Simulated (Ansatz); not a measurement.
Squeezing and stretching TiC

Reference cell: a structure deposited in the COD, whose atoms a relaxation with PBE at fixed cell left in place.

```cif
data_structure
_symmetry_space_group_name_H-M 'P 1'
_symmetry_Int_Tables_number 1
_cell_length_a 3.0604
_cell_length_b 3.0604
_cell_length_c 3.0604
_cell_angle_alpha 60.000
_cell_angle_beta 60.000
_cell_angle_gamma 60.000
_cell_volume 20.27
loop_
_atom_site_label
_atom_site_type_symbol
_atom_site_fract_x
_atom_site_fract_y
_atom_site_fract_z
_atom_site_occupancy
Ti1 Ti 0.00000 0.00000 0.00000 1
C2 C 0.50000 0.50000 0.50000 1
```

Sites (sets of like atoms) are named by element and the number of their first atom in this list.

Level of theory: DFT, PBE, plane waves and PAW, scalar-relativistic, 420 eV cutoff, Γ-centred 18×18×18 k-points, Fermi–Dirac smearing 0.05 eV (Ansatz 0.2.0).

The cell is scaled uniformly, and the ions relax again at each size.

```
V/V₀  pressure (GPa)
0.94            18.7
0.96            12.1
0.98             6.2
1.00               ?
1.02            -4.0
1.04            -8.3
1.06           -12.3
```

(1) Estimate the row at V/V₀ = 1.00, the equilibrium volume and the bulk modulus.

Results:

(1) pressure (GPa): 0.9. Worked: a parabola in ln(V/V₀) through the other 6 rows gives 0.9 GPa there. It crosses zero pressure at V/V₀ = 1.003, the equilibrium volume of this functional, where the bulk modulus is B = −dP/d ln V = 252 GPa.
